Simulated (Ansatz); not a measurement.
## GdZn₃ (AuCu3-type structure)

The computed numbers are results of PBE+U (U_eff = 2 eV on Gd 4f), scalar-relativistic (collinear spin) in the plane-wave PAW code Ansatz at 420 eV, Γ-centred 8×8×4 mesh, 0.05 eV Gaussian smearing; PAW files: Ansatz's generated set soft_2.

```cif
data_structure
_symmetry_space_group_name_H-M 'P 1'
_symmetry_Int_Tables_number 1
_cell_length_a 6.0932
_cell_length_b 6.0932
_cell_length_c 8.6171
_cell_angle_alpha 45.000
_cell_angle_beta 45.000
_cell_angle_gamma 60.000
_cell_volume 159.97
loop_
_atom_site_label
_atom_site_type_symbol
_atom_site_fract_x
_atom_site_fract_y
_atom_site_fract_z
_atom_site_occupancy
Gd1 Gd 0.00000 0.00000 0.00000 1
Zn1 Zn 0.00000 0.50000 0.00000 1
Zn2 Zn 0.50000 0.50000 0.50000 1
Zn3 Zn 0.50000 0.00000 0.00000 1
Gd2 Gd 0.00000 0.00000 0.50000 1
Zn4 Zn 0.00000 0.50000 0.50000 1
Zn5 Zn 0.50000 0.50000 0.00000 1
Zn6 Zn 0.50000 0.00000 0.50000 1
```

The structure was built from a prototype; whether the compound forms in it isn't claimed.

Magnetic state: antiferromagnetic, site spin moments Gd 7.29, -7.29 μB.

The pressure at this geometry is -0.1 GPa.

Which orbitals carry the states at the Fermi level, and how many states are there?

Within 0.1 eV of it: Gd 5d 92 % (shares among the projected shells, which hold 75 % of the states there; no valence p shell of Gd is among them). The Fermi level sits on a steep edge: the density of states is 10.3, 3.8 and 3.7 states/eV per cell at −0.1, 0 and +0.1 eV.

Density of states (tetrahedra, averaged over 0.5 eV; states/eV per cell of 8 atoms; energy in eV from the Fermi level):

```
E (eV)   DOS
 -5.60  29.1
 -5.10   2.4
 -4.60   1.6
 -4.10   1.5
 -3.60   2.4
 -3.10   2.9
 -2.60   3.8
 -2.10   2.1
 -1.60   2.8
 -1.10   2.7
 -0.60   3.5
 -0.10   7.1
  0.40   3.7
  0.90   4.2
  1.40  13.3
  1.90  17.8
  2.40   2.7
  2.90   4.8
  3.40   5.3
  3.90   6.6
  4.40   6.2
  4.90   4.3
```

Spin–orbit coupling, which matters for such heavy elements, is left out. Site moments are of spin, integrated over atomic spheres.
